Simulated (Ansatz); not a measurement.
# Formation energy of CsCl-type YAu

The computed numbers are results of PBEsol, scalar-relativistic (no spin polarisation) in the plane-wave PAW code Ansatz at 420 eV, 8×8×8 k-mesh, Gaussian smearing of 0.05 eV. The datasets are Ansatz's generated set soft_2.

The start was a prototype's sites filled with these elements; the Crystallography Open Database holds the compound in this structure.

The structure is cubic, space group Pm-3m (No. 221). Conventional cell: a = 3.546 Å, b = 3.546 Å, c = 3.546 Å, α = 90.00°, β = 90.00°, γ = 90.00°. Y (site symmetry m-3m) is surrounded by 8 Au at 3.07 Å. Around Au (site symmetry m-3m) lie 8 Y at 3.07 Å. (Neighbours are counted to 15 % beyond the shortest distance.)

The elements were computed in their standard states with the same datasets, cutoff and functional. Absolute energies hang on the potentials; compare differences alone.

Energy of the relaxed cell (2 atoms, smearing extrapolated to zero): -16803.911 eV. Elements, in eV/atom: Y -3795.074, Au -13007.100.

Q: What is the formation energy?

A: [-16803.911 − (1 × -3795.074 + 1 × -13007.100)] / 2 = -0.87 eV/atom, or -84 kJ per mole of atoms.

The value is for 0 K, without zero-point energy. A negative value shows stability against the elements alone, not against other compounds or structures.

No spin–orbit coupling, a notable omission for heavy elements.
